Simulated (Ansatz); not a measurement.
SiSnO₃:
```yaml
crystal:
  lattice:
    - [3.46574, 0.00000, 0.00000]
    - [0.00000, 3.46574, 0.00000]
    - [0.00000, 0.00000, 4.68912]
  atoms:
    - { symbol: Si, position: [0.50000, 0.50000, 0.49030] }
    - { symbol: Sn, position: [0.00000, 0.00000, 0.01503] }
    - { symbol: O, position: [0.50000, 0.50000, 0.83807] }
    - { symbol: O, position: [0.50000, 0.00000, 0.38130] }
    - { symbol: O, position: [0.00000, 0.50000, 0.38130] }
```

DFT-PBEsol in the program Ansatz with PAW potentials gives a gap of 0.71 eV without spin–orbit coupling, maximum at X, minimum at Γ.

Task: What happens when spin–orbit coupling is switched on?

Result: The gap stays essentially unchanged, to 0.71 eV; maximum at X, minimum at Γ.

Task: Give the electron effective mass with spin–orbit coupling.

Result: 0.38, 0.38, 0.78 mₑ (principal values).

Space group P4mm. A made-up cell: these elements were put on the sites of a structure type; neither database checked (COD, Materials Project) lists it. Whether it is the stable phase at ambient conditions was not checked. The cell was relaxed with PBEsol under the symmetry of its start; whether a distortion lowers the energy is not shown.

Potentials: the earlier of the program's two PAW sets. The files were generated under PBE; for other functionals the program regenerates the frozen cores, and for LDA and PBEsol the local potential too.
